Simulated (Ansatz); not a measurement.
Given:

B2O3:
```xyz
10
Lattice="3.9132 -2.3119 0.0000 3.9132 2.3119 0.0000 0.0000 0.0000 4.1344" Properties=species:S:1:pos:R:3 pbc="T T T"
B      1.2923     0.7343     2.3471
B      6.5341    -0.7343     0.2799
B      6.5341     0.7343     2.3471
B      1.2923    -0.7343     0.2799
O      3.9132    -1.1798     2.0671
O      3.9132     1.1798     4.1343
O      6.1877    -0.6025     1.7307
O      1.6388     0.6025     3.7979
O      1.6388    -0.6025     1.7307
O      6.1877     0.6025     3.7979
```

This is the PBEsol-relaxed structure. Tensor components refer to the Cartesian frame of this cell.

Problem. All from plane-wave PAW PBEsol (Ansatz code), unless another level is named. Estimate the Born charges (a third of the trace).

Solution. B +2.59, O -1.73 to -1.72 e.

Problem. And the electronic dielectric constant ε∞ (DFPT)?

Solution. 3.12 (xx), 2.97 (yy), 3.02 (zz).

Problem. Next, the static dielectric constant ε0 (ions relaxed, cell fixed)?

Solution. 6.32 (xx), 6.24 (yy), 6.26 (zz).

Problem. Give the largest static χ(2) component.

Solution. 2.3 pm/V.

Space group Cmc2_1. The workflow started from a Materials Project entry (that database holds measured and hypothetical structures alike); the Crystallography Open Database copy checked does not list it. COD files the formula under space group No. 144, 152. Its standing as an ambient phase is unchecked. The PBEsol relaxation kept the symmetry of its start; its stability against distortions is not shown here.

Potentials: the later of the program's two PAW sets.
